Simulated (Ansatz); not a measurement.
An ordered 4-atom cell of SiC3 on the diamond lattice (R3m), relaxed with r2SCAN: 4 runs in the plane-wave code Ansatz, each a calculation of independent-particle optics. Space group R3m (No. 160), trigonal; conventional cell a = 2.831 Å, c = 14.010 Å, 8.10 Å³ an atom. Around C lie 3 C at 1.72 Å and 1 Si at 1.89 Å; around C lie 1 C at 1.54 Å and 3 Si at 1.79 Å; around C lie 4 C at 1.54–1.72 Å; around Si lie 4 C at 1.79–1.89 Å. The cell comes from a prototype generator: it can be a known phase or a hypothetical one. Spin polarisation is off.

```xyz
4
Lattice="1.4154 0.8172 4.6701 -1.4154 0.8172 4.6701 0.0000 -1.6344 4.6701" Properties=species:S:1:pos:R:3 pbc="T T T"
C     1.4154    0.8172    4.7855
C     0.0000    0.0000    6.8504
C     0.0000    0.0000    5.3123
Si    0.0000    0.0000   12.2397
```

On meshes this coarse, single peaks can be features of the mesh. No local fields, no excitons; the zone sum runs over the cells of the mesh, and ε∞ includes the bands left out of the spectrum. Up to four peaks are listed, those above 15 % of the tallest and inside the complete range; the four can differ from row to row. Rows marked drawn have settings drawn at random (some not listed).

| functional | k mesh | broadening (eV) | scissors (eV) | range (eV) | settings | direct gap on the mesh before scissors (eV) | ε∞ xx | ε∞ yy | ε∞ zz | complete up to (eV) | tallest peaks of mean ε₂ (eV) |
| --- | --- | --- | --- | --- | --- | --- | --- | --- | --- | --- | --- |
| PBE | 8×8×8 | 0.1 | 0.00 | 0–13 | chosen | 3.22 | 7.20 | 7.20 | 7.15 | 13.0 | 4.90 6.00 8.10 9.20 |
| r2SCAN | 8×8×8 | 0.1 | 0.00 | 0–13 | chosen | 3.59 | 6.72 | 6.72 | 6.66 | 13.0 | 6.40 7.15 8.70 9.80 |
| PBE | 8×8×8 | 0.1 | 1.10 (to HSE06) | 0–13 | chosen | 3.22 | 6.45 | 6.45 | 6.41 | 13.0 | 6.00 7.10 9.20 10.30 |
| PBEsol | 8×8×8 | 0.25 | 0.60 | 2–10 | drawn | 3.10 | 6.91 | 6.91 | 6.87 | 10.0 | 8.60 |

The fundamental gap is indirect (1.59 eV with PBE on 8×8×8); the table holds the direct one.
